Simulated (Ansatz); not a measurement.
Lu:
```
CELL_PARAMETERS angstrom
      3.45599     0.00000     0.00000
     -1.72800     2.99298     0.00000
      0.00000     0.00000     5.37794
ATOMIC_POSITIONS crystal
  Lu 0.33333 0.66667 0.75000
  Lu 0.66667 0.33333 0.25000
```

Relaxed with PBE+D3(BJ). Special points in fractions of this cell's reciprocal vectors: Γ (0.000, 0.000, 0.000); M (0.500, 0.000, 0.000); K (0.333, 0.333, 0.000); A (0.000, 0.000, 0.500); L (0.500, 0.000, 0.500); H (0.333, 0.333, 0.500).

**Question.** List the band energies nearest the Fermi level at these points for DFT-PBE+D3(BJ) in the program Ansatz with PAW potentials.

**Answer.** In eV from the Fermi level; about four levels below and three above (degenerate sets whole), none deeper than 8.9 eV; points with the same levels are listed once.

| k | below | above |
|---|---|---|
| Γ | -4.77 -4.77 -4.74 -4.74 -2.46 | 0.84 2.22 2.22 |
| M | -2.38 -1.46 -0.90 -0.32 | 1.71 1.86 2.52 |
| K | -1.00 -1.00 -0.75 -0.64 | 1.35 1.35 2.84 |
| A | -4.74 -4.74 -4.40 -4.40 | 1.26 1.26 2.12 2.12 2.12 2.12 |
| L | -4.77 -4.77 -4.77 -4.77 -2.18 -2.18 | 0.12 0.12 1.47 1.47 |
| H | -0.61 -0.61 -0.49 -0.49 | 0.43 0.43 3.51 3.51 |

Space group P6_3/mmc (hcp (Mg type)). The PBE+D3(BJ) relaxation kept the symmetry of its start. The pairwise dispersion correction was not fitted to metals. Scalar-relativistic: spin–orbit coupling is off unless named, which matters more the heavier the elements.

Potentials: the earlier of the program's two PAW sets.
